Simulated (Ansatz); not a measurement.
SiO₂:
Space group R32, hexagonal axes (No. 155); a = 7.958 Å, b = 7.958 Å, c = 7.849 Å, α = 90.00°, β = 90.00°, γ = 120.00°

| atom | site | symmetry | x | y | z |
|---|---|---|---|---|---|
| Si | 9e | .2 | 0.7847 | 0.7847 | 0.5000 |
| O | 9e | .2 | 0.1904 | 0.1904 | 0.5000 |
| O | 9d | .2 | 0.0000 | 0.3339 | 0.0000 |
(The calculation used a cell of 9 atoms; values per cell refer to that cell.)

Relaxed with r²SCAN.

Task: Tabulate the valence density and the electron localisation function along the shortest Si–O contact (1.61 Å), DFT-r²SCAN in the program Ansatz with PAW potentials.

Result: 

```
distance from Si (Å)  density (e/Å³)   ELF
--------------------  --------------  ----
0.16                            0.12  0.33
0.24                            0.15  0.22
0.32                            0.21  0.20
0.40                            0.29  0.26
0.48                            0.41  0.39
0.56                            0.57  0.56
0.64                            0.76  0.71
0.72                            0.99  0.80
0.80                            1.27  0.84
0.88                            1.61  0.85
0.97                            2.08  0.85
1.05                            2.70  0.83
1.13                            3.53  0.79
1.21                            4.55  0.71
1.29                            5.68  0.60
1.37                            6.82  0.45
1.45                            7.82  0.32
```

The density is the valence pseudo-density with augmentation charge, so density and ELF within about 1 Å of a nucleus are not all-electron values.

The workflow started from a Materials Project entry (that database holds measured and hypothetical structures alike); the Crystallography Open Database copy checked does not list it. It is not the phase usual at ambient conditions (space group No. 92, 152, 154). Symmetry was held in the r²SCAN relaxation; phonons show weakly imaginary modes.

Potentials: the earlier of the program's two PAW sets.
